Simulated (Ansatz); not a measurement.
SrMgF$_{4}$ in space group Cmc2_1 (No. 36; Pearson symbol oS24), DFT-PBEsol in the program Ansatz with PAW potentials. The conduction-band minimum lies at Γ, with 1 equivalent valley. Second derivatives d²E/dk² of the lowest band at one valley (eV·Å²), along Cartesian directions:

```csv
direction,d²E/dk²
[100],13.32
[010],14.95
[001],13.84
[110],14.13
[101],13.58
[011],14.39
```

**Question.** Find the principal effective masses, the density-of-states mass and the conductivity mass.

**Answer.** Off-diagonal terms follow from H_xy = H[110] − (H_xx + H_yy)/2, and m*/mₑ = 7.620 eV·Å² over each eigenvalue: 0.51, 0.55, 0.57. One valley's DOS mass (m₁m₂m₃)^(1/3) = 0.54, conductivity mass 3/(Σ 1/mᵢ) = 0.54 mₑ.

**Question.** What effective density of states Nc follows at 300 K for parabolic valleys?

**Answer.** Nc = 2.509e19 × 1 × (0.54)^(3/2) ≈ 1.0e19 cm⁻³.

**Question.** With the computed static dielectric constant 11.1 (mean of the diagonal), estimate a hydrogenic donor's binding energy and radius.

**Answer.** E = 13.606 eV × 0.54/11.1² ≈ 60 meV; a = 0.529 Å × ε/m* ≈ 11 Å. Semilocal masses tend to be too small where the gap is.

The first step of the workflow began from a Materials Project structure, measured or hypothetical; the Crystallography Open Database files this formula in space group No. 36, but the cells were not matched. Whether it is the stable phase at ambient conditions was not checked. Symmetry was held in the PBEsol relaxation; of distortions, only those at the zone centre were tested. Scalar-relativistic: spin–orbit coupling is off unless named, which matters more the heavier the elements.

Potentials: the earlier of the program's two PAW sets.
